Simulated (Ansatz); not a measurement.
Input:

GaSb:
```yaml
crystal:
  lattice:
    - [-2.72844, 2.72844, 1.57602]
    - [2.72844, -2.72844, 1.57602]
    - [2.72844, 2.72844, -1.57602]
  atoms:
    - { symbol: Ga, position: [0.75000, 0.25000, 0.50000] }
    - { symbol: Sb, position: [0.00000, 0.00000, 0.00000] }
```

This is the r²SCAN-relaxed structure.

Q: All from plane-wave PAW r²SCAN (Ansatz code), unless another level is named. Give the electronic character.

A: metallic (no gap).

Q: What about the density of states at the Fermi level?

A: 0.35 states/eV per atom (mean over ±0.08 eV).

Q: And the formation energy from the elements (no fitted shifts)?

A: 0.071 eV/atom.

Q: Predict the gap with spin–orbit coupling.

A: none (metallic).

Space group I-4m2. The workflow started from a Materials Project entry (that database holds measured and hypothetical structures alike); the Crystallography Open Database copy checked does not list it. It is not the phase usual at ambient conditions (space group No. 216). The cell was relaxed with r²SCAN under the symmetry of its start; whether a distortion lowers the energy is not shown. The references are the lowest solids computed at this level, not always the standard phases. Scalar-relativistic: spin–orbit coupling is off unless named, which matters more the heavier the elements.

Potentials: the later of the program's two PAW sets.
